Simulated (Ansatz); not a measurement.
BN:
```
CELL_PARAMETERS angstrom
      0.00000     1.80440     1.80440
      1.80440     0.00000     1.80440
      1.80440     1.80440     0.00000
ATOMIC_POSITIONS crystal
  B  0.00000 0.00000 0.00000
  N  0.25000 0.25000 0.25000
```

Cartesian axes are those of the cell as given.

**Question.** Give the high-frequency dielectric tensor and the Born effective charge tensors of the independent atoms from DFPT, the program Ansatz at the r²SCAN level (PAW).

**Answer.** 
ε∞:
```
4.46  0.00  0.00
0.00  4.46  0.00
0.00  0.00  4.46
```
Z* of atom 1 (B), rows: field, columns: displacement, in e:
```
1.98  0.00  0.00
0.00  1.98  0.00
0.00  0.00  1.98
```
Z* of atom 2 (N), rows: field, columns: displacement, in e:
```
-1.98   0.00   0.00
 0.00  -1.98   0.00
 0.00   0.00  -1.98
```

Static charges for comparison (Bader): B1 +2.25, N2 -2.25 e. Born charges measure polarisation by displacement and can exceed these by far.

Space group F-43m (zinc blende). The r²SCAN relaxation kept the symmetry of its start.

Potentials: the earlier of the program's two PAW sets. The files were generated under PBE; for other functionals the program regenerates the frozen cores, and for LDA and PBEsol the local potential too.
